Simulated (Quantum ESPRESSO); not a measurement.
Simulation results for LiAlInMoRu₄ (simulated cell), LiHf₂MgTaGa₃ (simulated cell)

All values are calculated (Quantum ESPRESSO 7.5). Calculation on a made-up metal alloy cell, not a measurement, one composition run in several site patterns on the same cell and positions: no spin or spin-orbit, unrelaxed, 2900 K smearing, stress positive in tension, cell energy less fitted offsets; periodic Kohn-Sham density functional theory in plane waves with PseudoDojo standard norm-conserving scalar-relativistic pseudopotentials, each functional with its own files (v0.5 for PBE, v0.4.1 for LDA and PBEsol), eight atoms on drawn sites of a strained close-packed or body-centred lattice, each displaced and held fixed; the energy is the cell's free energy, ions and the entropy term -TS included, at the stated Fermi-Dirac width, less a fixed offset for each atom's element (shifted free energy); compositions with an open d shell lost a parallel starting moment in a cheaper test run, and other magnetic orders were not tried; an error bar is the largest change of its kind in a tighter rerun, never given below 0.002 eV, 0.02 GPa or 0.003 eV/angstrom, and covers cutoff and k-mesh only, not smearing or the files.

Settings shared by all entries: lattice type hexagonal close-packed; functional pbe; cutoff 1143 eV; fermi dirac smearing 0.25 eV; electrons removed 0; structure shown pattern 1, with the other patterns on the same cell and positions.

Notes on all entries: a spin test at this wide smearing found no moment, but such smearing suppresses magnetism that the real alloy may have; unrelaxed patterns on shared displaced sites, so differences are not ordering energies; lattice, volume and sites are drawn at random and may be unstable or far from any real phase; energies are for the whole cell, less offsets fitted to these runs, so they are not formation energies.

```json
{"entry": 1, "formula": "LiAlInMoRu4", "kind": "simulated cell", "structure": {"cell_angstrom": [[2.7825, -0.0011, 0.0376], [-0.0019, 4.9714, 0.0298], [0.1255, 0.0574, 9.5795]], "atoms_fractional": [["Ru", -0.00218, 0.00877, -0.00726], ["In", 0.00886, 0.01858, 0.50428], ["Ru", -0.02187, 0.31733, 0.25305], ["Li", 0.01609, 0.33069, 0.74396], ["Al", 0.48986, 0.51757, -0.00513], ["Ru", 0.4725, 0.48491, 0.49545], ["Mo", 0.542, 0.85167, 0.24534], ["Ru", 0.50537, 0.84068, 0.74177]]}, "settings": {"k_mesh": "8 x 5 x 3 shifted half a step off Gamma on each axis", "atom_site": [1, 2, 3, 4, 5, 6, 7, 8], "pattern_1_element": ["Ru", "In", "Ru", "Li", "Al", "Ru", "Mo", "Ru"], "pattern_2_element": ["Ru", "Li", "Al", "Ru", "Mo", "Ru", "Ru", "In"], "pattern_3_element": ["In", "Ru", "Ru", "Ru", "Al", "Ru", "Mo", "Li"], "pattern_4_element": ["Li", "Al", "Mo", "In", "Ru", "Ru", "Ru", "Ru"], "pattern_5_element": ["Li", "Ru", "In", "Ru", "Ru", "Ru", "Al", "Mo"], "pattern_6_element": ["Li", "Ru", "In", "Ru", "Mo", "Ru", "Ru", "Al"], "offset_element": ["Al", "In", "Li", "Mo", "Ru"], "offset_energy_per_atom [eV]": [-63.26, -1808.02, -195.67, -1911.95, -2750.51]}, "results": {"result_pattern": [1, 2, 3, 4, 5, 6], "result_energy_above_first_pattern [eV]": [0.0, -0.228, 0.393, 0.029, 0.219, 0.506], "result_entropy_term_negative_ts [eV]": [-1.821, -1.873, -1.765, -1.952, -1.594, -1.925], "result_pressure [GPa]": [-11.81, -13.25, -11.94, -12.11, -12.25, -12.15], "result_stress_xx [GPa]": [4.82, 6.47, 5.51, 6.3, 4.86, 6.86], "result_stress_yy [GPa]": [14.39, 15.02, 8.19, 13.99, 9.28, 11.41], "result_stress_zz [GPa]": [16.23, 18.27, 22.14, 16.04, 22.6, 18.19], "result_rms_force_component [eV/angstrom]": [0.7, 0.454, 0.69, 0.585, 0.743, 0.667], "result_shifted_free_energy [eV]": [0.241, 0.013, 0.634, 0.27, 0.46, 0.747]}, "notes": ["error bars: energy 0.0059 eV, stress 0.034 GPa, force 0.0084 eV/Å, from a tighter rerun of a related cell, whose elements or sites may differ"]}
{"entry": 2, "formula": "LiHf2MgTaGa3", "kind": "simulated cell", "structure": {"cell_angstrom": [[4.7826, -2.7232, 0.0952], [-3.2486, 0.0721, -5.0242], [3.1957, 5.459, -0.0449]], "atoms_fractional": [["Ga", 0.00471, 0.00895, 0.00436], ["Ta", -0.00578, -0.00801, 0.50972], ["Hf", 0.09026, 0.50412, 0.37123], ["Li", 0.07839, 0.50885, 0.86602], ["Ga", 0.49799, -0.00616, 0.23911], ["Mg", 0.47657, -0.02196, 0.764], ["Ga", 0.56623, 0.49084, 0.1317], ["Hf", 0.58158, 0.5122, 0.63453]]}, "settings": {"k_mesh": "5 x 5 x 4 shifted half a step off Gamma on each axis", "atom_site": [1, 2, 3, 4, 5, 6, 7, 8], "pattern_1_element": ["Ga", "Ta", "Hf", "Li", "Ga", "Mg", "Ga", "Hf"], "pattern_2_element": ["Ta", "Mg", "Hf", "Ga", "Ga", "Ga", "Hf", "Li"], "pattern_3_element": ["Mg", "Hf", "Hf", "Ta", "Li", "Ga", "Ga", "Ga"], "pattern_4_element": ["Ta", "Ga", "Hf", "Hf", "Mg", "Ga", "Li", "Ga"], "pattern_5_element": ["Hf", "Ga", "Mg", "Li", "Ga", "Hf", "Ta", "Ga"], "pattern_6_element": ["Mg", "Ta", "Hf", "Ga", "Ga", "Hf", "Li", "Ga"], "offset_element": ["Ga", "Hf", "Li", "Mg", "Ta"], "offset_energy_per_atom [eV]": [-2081.03, -1535.13, -195.67, -1616.19, -1771.44]}, "results": {"result_pattern": [1, 2, 3, 4, 5, 6], "result_energy_above_first_pattern [eV]": [0.0, -0.275, -0.209, 0.275, 0.264, -0.204], "result_entropy_term_negative_ts [eV]": [-1.301, -1.291, -1.229, -1.399, -1.318, -1.322], "result_pressure [GPa]": [-8.99, -9.3, -10.24, -8.92, -9.12, -9.56], "result_stress_xx [GPa]": [8.58, 9.37, 12.68, 10.21, 8.6, 11.21], "result_stress_yy [GPa]": [9.54, 9.4, 10.92, 9.74, 11.45, 8.83], "result_stress_zz [GPa]": [8.85, 9.13, 7.13, 6.82, 7.32, 8.62], "result_rms_force_component [eV/angstrom]": [0.332, 0.289, 0.363, 0.351, 0.357, 0.532], "result_shifted_free_energy [eV]": [0.252, -0.023, 0.044, 0.527, 0.516, 0.049]}, "notes": ["heavy elements are run without spin-orbit coupling, which real alloys of them have", "error bars: energy 0.0041 eV, stress 0.057 GPa, force 0.0088 eV/Å, from a tighter rerun of a related cell, whose elements or sites may differ"]}
```
